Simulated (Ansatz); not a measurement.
C:
```
CELL_PARAMETERS angstrom
      0.00000     1.77844     1.77844
      1.77844     0.00000     1.77844
      1.77844     1.77844     0.00000
ATOMIC_POSITIONS crystal
  C  0.75000 0.75000 0.75000
  C  0.50000 0.50000 0.50000
```

Relaxed with PBE+D3(BJ). Independent-particle spectrum: no excitons, no local fields, no scissors shift; 0.1 eV broadening; ε₁ of the summed bands alone.

Task: Tabulate the dielectric function from PBE+D3(BJ) (plane waves, PAW; program Ansatz).

Result: 

```
E (eV)  ε₁ xx  ε₂ xx
------  -----  -----
0.0      5.78   0.00
0.4      5.79   0.00
0.8      5.81   0.00
1.2      5.85   0.00
1.6      5.90   0.00
2.0      5.97   0.00
2.4      6.06   0.00
2.8      6.17   0.00
3.2      6.31   0.00
3.6      6.48   0.00
4.0      6.69   0.00
4.4      6.96   0.00
4.8      7.33   0.00
5.2      7.87   0.00
5.6      9.15   0.26
6.0      9.19   1.84
6.4      8.92   2.47
6.8      8.76   2.88
7.2      8.71   3.23
7.6      8.74   3.57
8.0      8.84   3.92
8.4      9.02   4.33
8.8      9.28   4.80
9.2      9.64   5.41
9.6     10.17   6.20
10.0    10.98   7.28
10.4    12.32   9.00
10.8    15.40  12.80
11.2     4.60  33.66
11.6    -6.17  16.98
12.0    -5.72  12.40
```

Task: From ε at 7.1 eV (xx: 8.72 + 3.16i), find n, k, the normal reflectivity and the absorption coefficient.

Result: n = 3.00, k = 0.527, R = 26 %, α = 2kE/ħc = 380000 cm⁻¹.

With all bands, ε∞ without local fields is 5.95. DFPT, with local fields, gives 5.83.

Space group Fd-3m (diamond). The PBE+D3(BJ) relaxation kept the symmetry of its start; phonons on a q-mesh show no instability. The volume moved by -27 % from the start of the relaxation.

Potentials: the later of the program's two PAW sets.
